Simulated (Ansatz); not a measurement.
## Ta: frozen-core PAW against all-electron methods

```
Ta
1.0
     0.00000    2.11000    2.11000
     2.11000    0.00000    2.11000
     2.11000    2.11000    0.00000
Ta
1
Direct
  0.00000 0.00000 0.00000
```

The geometry is COD entry 1534932, unchecked; take it as a test cell.

Spin–orbit coupling is left out, though it moves levels of the heavy atoms by tenths of an eV or more.

Levels of theory: DFT, PBEsol, PAW with Ansatz's default frozen-core files, scalar-relativistic (Ansatz 0.2.0); DFT, PBEsol, all-electron PAW with datasets made for the crystal, scalar-relativistic (Ansatz 0.2.0); DFT, PBEsol, all-electron LAPW, scalar-relativistic (Ansatz 0.2.0).

For PAW: a Γ-centred 15×15×15 k mesh, Fermi–Dirac smearing of 0.08 eV, cutoff 420 eV, no spin polarisation; the PAW files were made with PBE, and the program remakes their frozen cores for this functional. The crystal-made all-electron datasets (AE datasets) take a cutoff of 240 eV at this cell. LAPW targets a basis error of 0.5 meV/atom. The Ansatz runs share mesh, smearing and spin set-up. Plane-wave (PAW) pressures include the program's estimate of the Pulay term.

Stress and pressure are positive in compression.

Levels count from the Fermi level.

```
                      quantity     PAW  AE datasets    LAPW
                pressure (GPa)   -5.84        -5.83   -5.83
highest filled level at Γ (eV)  -8.117       -8.119  -8.119
  lowest empty level at Γ (eV)   0.438        0.435   0.435
highest filled level at X (eV)  -3.338       -3.338  -3.338
  lowest empty level at X (eV)   2.906        2.909   2.909
highest filled level at L (eV)  -4.616       -4.617  -4.617
  lowest empty level at L (eV)   0.206        0.203   0.203
```

PAW's pressure differs from the LAPW value by about 0.01 GPa or less. Datasets made for the crystal and LAPW share parts of one code, so their agreement isn't an independent check.
